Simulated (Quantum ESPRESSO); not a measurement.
# Where does C sit best among Ge sites?

These are calculations, not measurements. They come from pw.x of Quantum ESPRESSO 7.5, a plane-wave density functional program, with PseudoDojo standard norm-conserving files (v0.5 for PBE, v0.4.1 for LDA and PBEsol). The cells are made up: elements, strain and atom displacements were drawn at random, and nothing was relaxed. There is no spin polarisation, spin-orbit coupling or dispersion term.

The cell has 8 sites of a zincblende or diamond lattice. Sites 1 to 4 hold X X X X; sites 5 to 8 hold Ge Ge Si Si. Cell vectors in Å: (5.675, 0.051, -0.017); (0.051, 5.821, -0.015); (-0.017, -0.015, 5.624). Settings: PBE, cutoff 1116 eV, 6 x 6 x 6 k mesh shifted by half a step, Fermi-Dirac smearing of 0.1 eV.

In each run one of the sites marked X holds C and the others hold Ge; cell and positions stay the same. E is the free energy of the cell.

```
site of the guest  first shell  mean distance (Å)  E above the lowest (eV)  P (GPa)  force on the guest (eV/Å)
                1       Ge2Si2              2.505                    0.114    -5.76                      0.854
                2       Ge2Si2              2.441                    0.000    -6.20                      0.743
                3       Ge2Si2              2.477                    0.244    -5.71                      0.666
                4       Ge2Si2              2.473                    0.129    -5.91                      0.688
```

A rerun of one of these cells at 1347 eV and k mesh 8 x 8 x 8 moved values by no more than 0.002 eV in the cell's energy, 0.03 GPa in stress and 0.008 eV/Å in force.

## Reading the table

Site 2 is lowest, by 0.114 eV, over three times the rerun's bound. A straight line of energy against the mean distance has a slope of 2.0 ± 2.3 eV/Å, so these few sites cannot settle whether the distance sets the order. The positions are random and not relaxed, so the differences hold for this frozen cell and are not site preferences of a real crystal.